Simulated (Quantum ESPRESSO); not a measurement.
GaInAl2P4, convergence and cost over cutoff and k mesh

Simulated, not a measurement. The program is pw.x of Quantum ESPRESSO 7.5 (plane-wave density functional theory). The cell is made up: 8 atoms on a zincblende/diamond lattice, with randomly drawn elements, strain and displacements, not relaxed. PseudoDojo standard norm-conserving files (v0.5 for PBE, v0.4.1 for LDA and PBEsol) set the functional; there is no spin polarisation, spin-orbit coupling or dispersion term, and the masses in the input are unused placeholders.

Input of the run in row 4:

```
&control calculation='scf', pseudo_dir='./dojo.nc.sr.pbe.v0_5.standard.upf', outdir='./o', disk_io='medium', tprnfor=.true., tstress=.true. /
&system ibrav=0, nat=8, ntyp=4, nbnd=32, ecutwfc=79.96652505, nosym=.true., tot_charge=0,
 occupations='smearing', smearing='fd', degauss=0.0018374661
/
&electrons conv_thr=7.350e-09, electron_maxstep=60, /
ATOMIC_SPECIES
Al 1.0 Al.upf
Ga 1.0 Ga.upf
In 1.0 In.upf
P 1.0 P.upf
CELL_PARAMETERS angstrom
5.6735 0.0 0.0
0.0 5.6735 0.0
0.0 0.0 5.6735
ATOMIC_POSITIONS angstrom
Ga 0.0616 0.0061 -0.0024
In 0.1079 2.7266 2.8604
Al 2.7998 -0.0699 2.8281
Al 2.9189 2.8532 0.0709
P 1.4913 1.4567 1.4016
P 1.4214 4.2572 4.2477
P 4.2213 1.3712 4.2977
P 4.2609 4.1632 1.3641
K_POINTS automatic
4 4 4 1 1 1
```

The same cell was run at these settings. Meshes are shifted by half a step, and differences are from the last row, which is itself not exact.

| cutoff (eV) | k mesh | k points solved | threshold (eV) | free energy less the last row's (eV) | pressure (GPa) | largest stress difference (GPa) | largest force difference (eV/Å) | iterations | wall time (s) | k-point pools | processor |
| --- | --- | --- | --- | --- | --- | --- | --- | --- | --- | --- | --- |
| 762 | 2 x 2 x 2 | 4 | 1e-04 | 2.145 | -14.78 | 13.67 | 0.044 | 7 | 42 | 1 | AMD EPYC, Zen 5 class |
| 1088 | 2 x 2 x 2 | 4 | 1e-07 | 0.378 | -0.85 | 0.26 | 0.040 | 10 | 85 | 1 | AMD EPYC, Zen 5 class |
| 795 | 4 x 4 x 4 | 32 | 1e-07 | 0.970 | -9.57 | 8.46 | 0.003 | 10 | 228 | 1 | AMD EPYC, Zen 5 class |
| 1088 | 4 x 4 x 4 | 32 | 1e-07 | 0.006 | -1.12 | 0.01 | 0.001 | 10 | 387 | 1 | AMD EPYC, Zen 5 class |
| 1377 | 6 x 6 x 6 | 108 | 1e-07 | 0.000 | -1.11 | 0.00 | 0.000 | 10 | 1684 | 1 | AMD EPYC, Zen 5 class |

Each pool is one process. Wall times include start-up and a band step at six k points, which weighs most on the coarsest meshes. The runs were on shared virtual cores whose load varied, so times are rough.